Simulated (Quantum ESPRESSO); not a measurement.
AlMg2S3F, finding a planted mistake in a log

Simulated, not a measurement. The program is pw.x of Quantum ESPRESSO 7.5 (plane-wave density functional theory). The cell is made up: 7 atoms on a wurtzite lattice with one site empty, with randomly drawn elements, strain and displacements, not relaxed. PseudoDojo standard norm-conserving files (v0.5 for PBE, v0.4.1 for LDA and PBEsol) set the functional; there is no spin polarisation, spin-orbit coupling or dispersion term, and the masses in the input are unused placeholders.

Intended input:

```
&control calculation='scf', pseudo_dir='./dojo.nc.sr.pbe.v0_5.standard.upf', outdir='./o', disk_io='low', tprnfor=.true., tstress=.true. /
&system ibrav=0, nat=7, ntyp=4, nbnd=30, ecutwfc=84.00895049, nosym=.true., tot_charge=0,
 occupations='smearing', smearing='fd', degauss=0.0018374661
/
&electrons conv_thr=7.350e-09, electron_maxstep=60, /
ATOMIC_SPECIES
Al 1.0 Al.upf
F 1.0 F.upf
Mg 1.0 Mg.upf
S 1.0 S.upf
CELL_PARAMETERS angstrom
3.9353 -0.0579 0.021
-0.1002 6.7089 -0.0063
0.0343 -0.0059 6.2864
ATOMIC_POSITIONS angstrom
Al 0.0404 0.0781 -0.039
Mg 1.9124 3.2077 -0.1262
Mg 1.8774 1.1583 3.1249
S 0.024 -0.0316 2.4078
F 1.9522 3.4464 2.3537
S 1.9487 1.1809 5.5195
S 0.03 4.5169 5.5613
K_POINTS automatic
5 4 4 1 1 1
```

The log is shortened where brackets say so; the opening notice, blank lines, dates and the lines on written files are dropped, and the path of the files is cut. It prints rydbergs, bohrs and kilobars, and counts compression as positive stress. Where no state is partly filled, the Fermi energy that it prints is only some level between the filled and the empty states on the mesh, and need not lie in the true gap.

Log of the intended run:

```
     Program PWSCF v.7.5
     Parallel version (MPI & OpenMP), running on       4 processor cores
     Number of MPI processes:                 4
     Threads/MPI process:                     1
     [start-up lines left out]
     bravais-lattice index     =            0
     lattice parameter (alat)  =       7.4375  a.u.
     unit-cell volume          =    1119.7456 (a.u.)^3
     number of atoms/cell      =            7
     number of atomic types    =            4
     number of electrons       =        48.00
     number of Kohn-Sham states=           30
     kinetic-energy cutoff     =      84.0090  Ry
     charge density cutoff     =     336.0358  Ry
     scf convergence threshold =      7.3E-09
     mixing beta               =       0.7000
     number of iterations used =            8  plain     mixing
     Exchange-correlation= PBE
                           (   1   4   3   4   0   0   0)
     [axes and pseudopotential details left out]
   Cartesian axes
     site n.     atom                  positions (alat units)
         1        Al     tau(   1) = (   0.0102648   0.0198436  -0.0099091  )
         2        Mg     tau(   2) = (   0.4859009   0.8150096  -0.0320648  )
         3        Mg     tau(   3) = (   0.4770081   0.2942998   0.7939718  )
         4        S      tau(   4) = (   0.0060979  -0.0080289   0.6117717  )
         5        F      tau(   5) = (   0.4960133   0.8756583   0.5980260  )
         6        S      tau(   6) = (   0.4951240   0.3000420   1.4023897  )
         7        S      tau(   7) = (   0.0076224   1.1476500   1.4130102  )
     number of k points=    40  Fermi-Dirac smearing, width (Ry)=  0.0018
                       cart. coord. in units 2pi/alat
        k(    1) = (   0.1006993   0.0749084   0.0777807), wk =   0.0500000
        k(    2) = (   0.0998660   0.0750429   0.2343051), wk =   0.0500000
     [further k points left out]
     Dense  grid:   116523 G-vectors     FFT dimensions: (  45,  75,  72)
     Estimated max dynamical RAM per process >     204.32 MB
     Estimated total dynamical RAM >     731.92 MB
     Initial potential from superposition of free atoms
     starting charge      47.9958, renormalised to      48.0000
     Starting wfcs are   30 randomized atomic wfcs
     total cpu time spent up to now is        2.3 secs
     per-process dynamical memory:   146.8 Mb
     Self-consistent Calculation
     iteration #  1     ecut=    84.01 Ry     beta= 0.70
     Davidson diagonalization with overlap
     ethr =  1.00E-02,  avg # of iterations =  4.9
     total cpu time spent up to now is        6.7 secs
     total energy              =    -357.70739125 Ry
     estimated scf accuracy    <       0.78070571 Ry
     iteration #  2     ecut=    84.01 Ry     beta= 0.70
     Davidson diagonalization with overlap
     ethr =  1.63E-03,  avg # of iterations =  4.3
     total cpu time spent up to now is       11.0 secs
     total energy              =    -357.19894334 Ry
     estimated scf accuracy    <       3.21169042 Ry
     [iterations 3 to 10 left out]
     iteration # 11     ecut=    84.01 Ry     beta= 0.70
     Davidson diagonalization with overlap
     ethr =  1.02E-09,  avg # of iterations =  2.0
     total cpu time spent up to now is       43.7 secs
     total energy              =    -358.03234505 Ry
     estimated scf accuracy    <       0.00000003 Ry
     iteration # 12     ecut=    84.01 Ry     beta= 0.70
     Davidson diagonalization with overlap
     ethr =  5.87E-11,  avg # of iterations =  3.2
     total cpu time spent up to now is       47.4 secs
     End of self-consistent calculation
     [lines on levels left out]
     the Fermi energy is     3.2665 ev
!    total energy              =    -358.03234505 Ry
     estimated scf accuracy    <          1.6E-09 Ry
     smearing contrib. (-TS)   =      -0.00000000 Ry
     internal energy E=F+TS    =    -358.03234505 Ry
     The total energy is F=E-TS. E is the sum of the following terms:
     one-electron contribution =    -269.01485825 Ry
     hartree contribution      =     140.19243163 Ry
     xc contribution           =     -63.80648884 Ry
     ewald contribution        =    -165.40342960 Ry
     convergence has been achieved in  12 iterations
     Forces acting on atoms (cartesian axes, Ry/au):
     atom    1 type  1   force =    -0.01675085   -0.08312324    0.06867295
     atom    2 type  3   force =     0.00926614    0.17652995    0.10601963
     atom    3 type  3   force =     0.03369726    0.06050938   -0.06254266
     atom    4 type  4   force =    -0.03447205    0.01252643   -0.06133853
     atom    5 type  2   force =    -0.00271907   -0.08300427   -0.03139379
     atom    6 type  4   force =     0.02323420   -0.13086507   -0.01579400
     atom    7 type  4   force =    -0.01225563    0.04742682   -0.00362360
     Total force =     0.310518     Total SCF correction =     0.000063
     Computing stress (Cartesian axis) and pressure
          total   stress  (Ry/bohr**3)                   (kbar)     P=      -17.10
   0.00002192   0.00011244   0.00001198            3.22       16.54        1.76
   0.00011244  -0.00006960   0.00018034           16.54      -10.24       26.53
   0.00001198   0.00018034  -0.00030106            1.76       26.53      -44.29
     init_run     :      2.13s CPU      2.21s WALL (       1 calls)
     electrons    :     45.01s CPU     45.16s WALL (       1 calls)
     forces       :      0.67s CPU      0.67s WALL (       1 calls)
     stress       :      2.27s CPU      2.27s WALL (       1 calls)
     [timing details left out]
     PWSCF        :     50.21s CPU     50.46s WALL
     JOB DONE.
```

A second run was made from an input with one planted mistake. Its log:

```
     Program PWSCF v.7.5
     Parallel version (MPI & OpenMP), running on       4 processor cores
     Number of MPI processes:                 4
     Threads/MPI process:                     1
     [start-up lines left out]
     bravais-lattice index     =            0
     lattice parameter (alat)  =       7.4375  a.u.
     unit-cell volume          =    1119.7456 (a.u.)^3
     number of atoms/cell      =            7
     number of atomic types    =            4
     number of electrons       =        48.00
     number of Kohn-Sham states=           30
     kinetic-energy cutoff     =      84.0090  Ry
     charge density cutoff     =     336.0358  Ry
     scf convergence threshold =      7.3E-09
     mixing beta               =       0.7000
     number of iterations used =            8  plain     mixing
     Exchange-correlation= PBE
                           (   1   4   3   4   0   0   0)
     [axes and pseudopotential details left out]
   Cartesian axes
     site n.     atom                  positions (alat units)
         1        Al     tau(   1) = (   0.0102648   0.0198436  -0.0099091  )
         2        Mg     tau(   2) = (   0.4859009   0.8150096  -0.0320648  )
         3        Mg     tau(   3) = (   0.4770081   0.2942998   0.7939718  )
         4        S      tau(   4) = (   0.0060979  -0.0080289   0.6117717  )
         5        F      tau(   5) = (   0.4960133   0.8756583   0.5980260  )
         6        S      tau(   6) = (   0.4951240   0.3000420   1.4023897  )
         7        S      tau(   7) = (   0.0076224   1.1476500   1.4130102  )
     number of k points=     4  Fermi-Dirac smearing, width (Ry)=  0.0018
                       cart. coord. in units 2pi/alat
        k(    1) = (   0.2514172   0.1505636   0.1552892), wk =   0.5000000
        k(    2) = (   0.2530838   0.1502945  -0.1577595), wk =   0.5000000
     [further k points left out]
     Dense  grid:   116523 G-vectors     FFT dimensions: (  45,  75,  72)
     Estimated max dynamical RAM per process >     137.67 MB
     Estimated total dynamical RAM >     465.32 MB
     Initial potential from superposition of free atoms
     starting charge      47.9958, renormalised to      48.0000
     Starting wfcs are   30 randomized atomic wfcs
     total cpu time spent up to now is        1.2 secs
     per-process dynamical memory:    85.9 Mb
     Self-consistent Calculation
     iteration #  1     ecut=    84.01 Ry     beta= 0.70
     Davidson diagonalization with overlap
     ethr =  1.00E-02,  avg # of iterations =  5.5
     total cpu time spent up to now is        1.7 secs
     total energy              =    -357.73648055 Ry
     estimated scf accuracy    <       0.76510499 Ry
     iteration #  2     ecut=    84.01 Ry     beta= 0.70
     Davidson diagonalization with overlap
     ethr =  1.59E-03,  avg # of iterations =  4.0
     total cpu time spent up to now is        2.2 secs
     total energy              =    -357.66626719 Ry
     estimated scf accuracy    <       1.49479925 Ry
     [iterations 3 to 9 left out]
     iteration # 10     ecut=    84.01 Ry     beta= 0.70
     Davidson diagonalization with overlap
     ethr =  1.92E-09,  avg # of iterations =  2.0
     total cpu time spent up to now is        5.7 secs
     total energy              =    -358.05836603 Ry
     estimated scf accuracy    <       0.00000003 Ry
     iteration # 11     ecut=    84.01 Ry     beta= 0.70
     Davidson diagonalization with overlap
     ethr =  6.98E-11,  avg # of iterations =  2.0
     total cpu time spent up to now is        6.1 secs
     End of self-consistent calculation
     [lines on levels left out]
     the Fermi energy is     3.4609 ev
!    total energy              =    -358.05836604 Ry
     estimated scf accuracy    <          4.8E-09 Ry
     smearing contrib. (-TS)   =       0.00000000 Ry
     internal energy E=F+TS    =    -358.05836604 Ry
     The total energy is F=E-TS. E is the sum of the following terms:
     one-electron contribution =    -269.03067577 Ry
     hartree contribution      =     140.16218815 Ry
     xc contribution           =     -63.78644881 Ry
     ewald contribution        =    -165.40342960 Ry
     convergence has been achieved in  11 iterations
     Forces acting on atoms (cartesian axes, Ry/au):
     atom    1 type  1   force =    -0.01670778   -0.08632354    0.07057363
     atom    2 type  3   force =     0.00921505    0.17764862    0.10710735
     atom    3 type  3   force =     0.03366754    0.06189304   -0.06357244
     atom    4 type  4   force =    -0.03443161    0.01023361   -0.06215926
     atom    5 type  2   force =    -0.00273881   -0.08347919   -0.03107901
     atom    6 type  4   force =     0.02315500   -0.12856368   -0.01692891
     atom    7 type  4   force =    -0.01215939    0.04859114   -0.00394136
     Total force =     0.312738     Total SCF correction =     0.000084
     Computing stress (Cartesian axis) and pressure
          total   stress  (Ry/bohr**3)                   (kbar)     P=      -21.58
  -0.00012714   0.00011414   0.00001152          -18.70       16.79        1.70
   0.00011414  -0.00003240   0.00017668           16.79       -4.77       25.99
   0.00001152   0.00017668  -0.00028064            1.70       25.99      -41.28
     init_run     :      1.08s CPU      1.11s WALL (       1 calls)
     electrons    :      4.90s CPU      4.94s WALL (       1 calls)
     forces       :      0.18s CPU      0.19s WALL (       1 calls)
     stress       :      0.36s CPU      0.36s WALL (       1 calls)
     [timing details left out]
     PWSCF        :      6.58s CPU      6.67s WALL
     JOB DONE.
```

Question: what was wrong in the second input?

Answer: the k-point mesh is too coarse. The input lines that differ, file-writing options aside:

```
- 5 4 4 1 1 1
+ 2 2 2 1 1 1
```

```
                                            intended run  run with the mistake
                          free energy (eV)     -4871.278             -4871.632
                    smearing term -TS (eV)        0.0000                0.0000
                            pressure (GPa)         -1.71                 -2.16
            largest force component (eV/Å)         4.539                 4.568
largest change of a force component (eV/Å)                               0.082
                                iterations            12                    11
```

For scale, a rerun of the intended cell at 1437 eV and a 7 x 6 x 6 mesh moved values by no more than 0.002 eV in energy, 0.03 GPa in stress and 0.004 eV/Å in force.